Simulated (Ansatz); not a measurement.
Input:

Relaxed NiSi$_{2}$ (fluorite type, space group Fm-3m):

```
CELL_PARAMETERS angstrom
      0.00000     2.69495     2.69495
      2.69495     0.00000     2.69495
      2.69495     2.69495     0.00000
ATOMIC_POSITIONS crystal
  Ni 0.00000 0.00000 0.00000
  Si 0.25000 0.25000 0.25000
  Si 0.75000 0.75000 0.75000
```

Scan: atom 3 (Si, nearest neighbour Ni at 2.334 Å; its periodic images, 3.8 Å or more away, move with it) is displaced towards the nearest neighbour, direction (0.577, 0.577, 0.577) in Cartesian axes, by s. The other atoms stay.

Level of theory: PBEsol (plane waves to 420 eV, PAW, scalar-relativistic; Ansatz, a quantum-chemistry and plane-wave program). k mesh 12×12×12 (Γ-centred), Fermi-Dirac smearing 0.05 eV. The energy includes the smearing's −TS. With partly filled bands, energies and forces of such displacements shift with the k mesh and the smearing. On this mesh the relaxed cell isn't quite at rest: it carries a pressure of -0.1 GPa (compression positive) at the zero of the scan. NiSi2 is run without spin polarisation. NiSi2 was relaxed with its symmetry unable to fall. ΔE is measured from the undisplaced structure.

The scan covers s from -0.230 to 0.230 Å in 11 points.

Q: Is the energy the same for displacements of ±0.230 Å, and if not, which side lies higher?

A: Not even: the positive side lies higher at ±0.230 Å. With its periodic images moving along, the atom's site symmetry in this cell is -43m.

Q: What is the energy change at s = 0.230 Å?

A: 264 meV/cell.

Q: What force acts on the atom along the line at s = -0.230 Å?

A: 1.48 eV/Å.

Q: What is the force constant k = d²E/ds² of this move at s = 0?

A: 8.08 eV/Å².

(A displaced cell: forces are minus the slopes of the energy, force constants its curvatures, and phonons follow from these.)
